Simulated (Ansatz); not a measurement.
**Si: two-dimensional strain map**

All numbers below come from DFT r2SCAN, scalar-relativistic, plane waves, PAW (Ansatz). The runs took a 500 eV cutoff, a Γ-centred 24×24×10 mesh and Gaussian smearing (0.15 eV). No spin polarisation. Energies are free energies at this smearing, counted from the undisturbed cell; pressure is positive in compression.

Zero of the scan (as given, not relaxed at this level; it stands at -1.0 GPa; this form isn't the usual structure):

```
Si
1.0
     2.66558    0.00000    0.00000
    -1.33279    2.30846    0.00000
     0.00000    0.00000    4.50627
Si
2
Direct
  0.33333 0.66667 0.25000
  0.66667 0.33333 0.75000
```

The cell is strained by p along both x and y and by q along z, fractional coordinates fixed. Points are written (p, q).

Energy above the undisturbed cell in meV/atom (a dash: not computed):

```csv
p \ q,-0.050,-0.025,0.000,0.025,0.050
-0.050,92.6,59.9,41.5,31.1,27.8
-0.025,39.5,16.6,5.4,3.8,7.1
0.000,15.8,4.2,0.0,3.3,13.9
0.025,13.3,13.1,17.4,25.6,39.7
0.050,28.4,36.7,50.0,65.3,83.1
```

Pressure in GPa:

```csv
p \ q,-0.050,-0.025,0.000,0.025,0.050
-0.050,19.2,14.7,11.0,8.3,6.0
-0.025,10.8,7.0,4.0,1.7,-0.1
0.000,4.3,1.3,-1.0,-2.9,-4.4
0.025,-0.6,-3.0,-4.8,-6.3,-7.6
0.050,-4.1,-6.1,-7.6,-8.9,-9.9
```